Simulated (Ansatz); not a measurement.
MoS2 (2H-MoS2 type, space group P6_3/mmc)

```yaml
crystal:
  lattice:
    - [3.14944, 0.00000, 0.00000]
    - [-1.57472, 2.72750, 0.00000]
    - [0.00000, 0.00000, 12.09152]
  atoms:
    - { symbol: Mo, position: [0.33333, 0.66667, 0.25000] }
    - { symbol: Mo, position: [0.66667, 0.33333, 0.75000] }
    - { symbol: S, position: [0.33333, 0.66667, 0.62050] }
    - { symbol: S, position: [0.66667, 0.33333, 0.12050] }
    - { symbol: S, position: [0.66667, 0.33333, 0.37950] }
    - { symbol: S, position: [0.33333, 0.66667, 0.87950] }
```

In this cell atom 6 (S, nearest neighbour Mo at 2.400 Å; its periodic images, 3.1 Å or more away, move with it) is moved by s along Cartesian [111], unit vector (0.577, 0.577, 0.577); all other atoms and the cell stay fixed.

All values below come from PBE-D3(BJ) (plane waves to 420 eV, PAW, scalar-relativistic; Ansatz, an electronic-structure program). k mesh 10×10×3 (Γ-centred), Fermi-Dirac smearing 0.05 eV. Left out: 2 of 11 points, with atoms too close for the PAW data. F∥ is the force on the atom along that direction. MoS2 is run without spin polarisation. MoS2 was relaxed with its symmetry unable to fall. The PAW data are Ansatz's earlier set. 

```
s (Å)   F∥ (eV/Å)
------  ---------
-0.432     10.798
-0.288      5.685
-0.144      2.247
0.000       0.000
0.144      -1.430
0.288      -2.293
0.432      -2.750
0.576      -2.900
0.720      -2.812
```

What is the force constant k = d²E/ds² of this move at s = 0?

12.4 eV/Å². The forces along the line at the two nearest points give (2.247 − (-1.430)) / (2·0.144) = 12.77 eV/Å²; the next pair corrects for the finite step.

(A displaced cell: forces are minus the slopes of the energy, force constants its curvatures, and phonons follow from these.)
